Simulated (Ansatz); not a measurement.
Relaxed BAs (zinc blende):

```
BAs
1.0
    0.00000     4.80934     4.80934
    2.40467     2.40467     4.80934
    2.40467     2.40467     0.00000
As B
2 2
Direct
  0.00000   0.75000   0.75000
  0.50000   0.75000   0.75000
  0.00000   0.00000   0.00000
  0.50000   0.00000   0.00000
```

A phonon eigenvector at X = (0.5, 0.5, 0.0) is frozen into this cell: atom i moves by Q times the vector below, so Q is the largest atomic displacement, in Å. The cell is held. It is one choice among 2 degenerate patterns. (q is in reciprocal vectors of the primitive cell; the cell shown is doubled to hold the pattern.)

```json
[
 {"atom": "As1", "x": "-0.105", "y": "0.000", "z": "0.000"},
 {"atom": "As2", "x": "0.105", "y": "0.000", "z": "0.000"},
 {"atom": "B3", "x": "0.000", "y": "1.000", "z": "0.000"},
 {"atom": "B4", "x": "0.000", "y": "-1.000", "z": "0.000"}
]
```

All values below come from PBE (plane waves to 420 eV, PAW, scalar-relativistic; Ansatz, an electronic-structure program). k mesh 12×12×12 (Γ-centred), Fermi-Dirac smearing 0.05 eV. The energy includes the smearing's −TS. BAs was relaxed with its symmetry unable to fall. The zero of ΔE is the undisplaced structure.

```tsv
Q (Å)	ΔE (meV/cell)
-0.2800	1219
-0.2333	853
-0.1867	550
-0.1400	311
-0.0933	withheld
-0.0467	35
0.0000	0
0.0467	35
0.0933	withheld
0.1400	311
0.1867	550
0.2333	853
0.2800	1219
```

### Question
Fit an even polynomial form (powers 2, 4) to the given rows and predict ΔE at Q = -0.0933.

### Answer
Least squares on the 11 given rows: ΔE = (15960)·Q² + (-5308)·Q⁴, in meV/cell with Q in Å; root-mean-square residual 0.2 meV/cell. At -0.0933 the fit gives 139 meV/cell; the calculation gives 138 meV/cell, so the interpolation is off by 1 (+0.7 %). The quadratic term alone would give 139 meV/cell.

(For displaced atoms, the force is minus the slope of the energy, and its curvature is a force constant, which sets phonon frequencies.)
